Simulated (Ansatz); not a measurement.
# Two inputs for KB3H8

This input was run with Ansatz:

```yaml
crystal:
  lattice:
    - [3.712815, -4.04043, 0.0]
    - [3.712815, 4.04043, 0.0]
    - [0.0, 0.0, 8.19595]
  atoms:
    - { symbol: K, position: [0.66998, 0.33002, 0.75] }
    - { symbol: K, position: [0.33002, 0.66998, 0.25] }
    - { symbol: B, position: [0.2787, 0.7213, 0.64039] }
    - { symbol: B, position: [0.7213, 0.2787, 0.14039] }
    - { symbol: B, position: [0.7213, 0.2787, 0.35961] }
    - { symbol: B, position: [0.2787, 0.7213, 0.85961] }
    - { symbol: B, position: [0.0893, 0.9107, 0.75] }
    - { symbol: B, position: [0.9107, 0.0893, 0.25] }
    - { symbol: H, position: [0.20131, 0.52231, 0.58919] }
    - { symbol: H, position: [0.79869, 0.47769, 0.08919] }
    - { symbol: H, position: [0.52231, 0.20131, 0.41081] }
    - { symbol: H, position: [0.47769, 0.79869, 0.91081] }
    - { symbol: H, position: [0.79869, 0.47769, 0.41081] }
    - { symbol: H, position: [0.20131, 0.52231, 0.91081] }
    - { symbol: H, position: [0.47769, 0.79869, 0.58919] }
    - { symbol: H, position: [0.52231, 0.20131, 0.08919] }
    - { symbol: H, position: [0.1356, 0.8644, 0.57686] }
    - { symbol: H, position: [0.8644, 0.1356, 0.07686] }
    - { symbol: H, position: [0.8644, 0.1356, 0.42314] }
    - { symbol: H, position: [0.1356, 0.8644, 0.92314] }
    - { symbol: H, position: [0.87107, 0.85507, 0.75] }
    - { symbol: H, position: [0.12893, 0.14493, 0.25] }
    - { symbol: H, position: [0.85507, 0.87107, 0.25] }
    - { symbol: H, position: [0.14493, 0.12893, 0.75] }
kpoints:
  mp_grid: { grid: [6, 6, 4] }
scf:
  occupations: { method: fermi_dirac, width: 0.05 }
  eigensolver: { kind: davidson }
hamiltonian:
  xc: pbe
  pseudopotentials: { kind: paw }
output:
  forces: true
  stress: true
  populations: true
  efg:
    quadrupole_moments_barn: { K: 0.0603, B: 0.04059, H: 0.00285783 }
    contact_densities: true
basis:
  precision: f64
```

It converged. Of its output the block on the nuclei alone is shown, without the SCF iterations, energies, forces and stress (one atom of each set):

```
--- PAW observables at the nuclei: V_zz in 10²¹ V/m², potentials from the cell's mean, atoms counted from 1 ---
  atom   1  K  V_zz =    +0.942376   η = 0.5209   by run symmetry: allowed   C_q = +1.3740 MHz
            electrostatic potential = -2059.581415 V   contact ρ = 34766.199551 e/Å³
  atom   3  B  V_zz =    +0.998651   η = 0.7587   by run symmetry: allowed   C_q = +0.9801 MHz
            electrostatic potential = -319.015818 V   contact ρ = 486.058741 e/Å³
  atom   7  B  V_zz =    +2.165038   η = 0.5521   by run symmetry: allowed   C_q = +2.1249 MHz
            electrostatic potential = -317.892349 V   contact ρ = 486.254699 e/Å³
  atom   9  H  V_zz =    +1.842522   η = 0.0351   by run symmetry: allowed   C_q = +0.1273 MHz
            electrostatic potential = -37.456571 V   contact ρ = 3.146831 e/Å³
  atom  17  H  V_zz =    +1.240052   η = 0.7405   by run symmetry: allowed   C_q = +0.0857 MHz
            electrostatic potential = -35.248718 V   contact ρ = 2.994166 e/Å³
  atom  21  H  V_zz =    +1.833840   η = 0.0202   by run symmetry: allowed   C_q = +0.1267 MHz
            electrostatic potential = -37.233205 V   contact ρ = 3.187320 e/Å³
```

**Question.** Can these gradients be trusted, and how do they compare with a run on standard settings?

**Answer.** They agree with the standard run. Against the standard input the change is `scf.eigensolver.kind`: not typed → davidson; `basis.precision`: not typed → f64. A site carries the number of its first atom; V_zz in 10²¹ V/m².

```csv
site,V_zz standard,η standard,V_zz here,η here
K,0.94,0.52,0.94,0.52
B3,1.00,0.76,1.00,0.76
B7,2.17,0.55,2.17,0.55
H9,1.84,0.04,1.84,0.04
H17,1.24,0.74,1.24,0.74
H21,1.83,0.02,1.83,0.02
```

All printed values agree. SCF iterations: 6 and 6.
